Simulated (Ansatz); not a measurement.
Here is the system:

B:
Space group Pm-3m (No. 221); a = 4.144 Å, b = 4.144 Å, c = 4.144 Å, α = 90.00°, β = 90.00°, γ = 90.00°

```tsv
atom	site	symmetry	x	y	z
B	6f	4m.m	0.1953	0.5000	0.5000
```

This is the PBEsol-relaxed structure.

### Question
All from DFT-PBEsol in the program Ansatz with PAW potentials, unless another level is named. Give the electronic character.

### Answer
metallic (no gap).

### Question
Next, the density of states at the Fermi level?

### Answer
0.66 states/eV per atom (mean over ±0.08 eV).

The start of the workflow was typed in or built on a structure type; neither database checked (COD, Materials Project) lists it. It is not the phase usual at ambient conditions (space group No. 166). The cell was relaxed with PBEsol under the symmetry of its start; its stability against distortions is not shown here.

Potentials: the later of the program's two PAW sets.
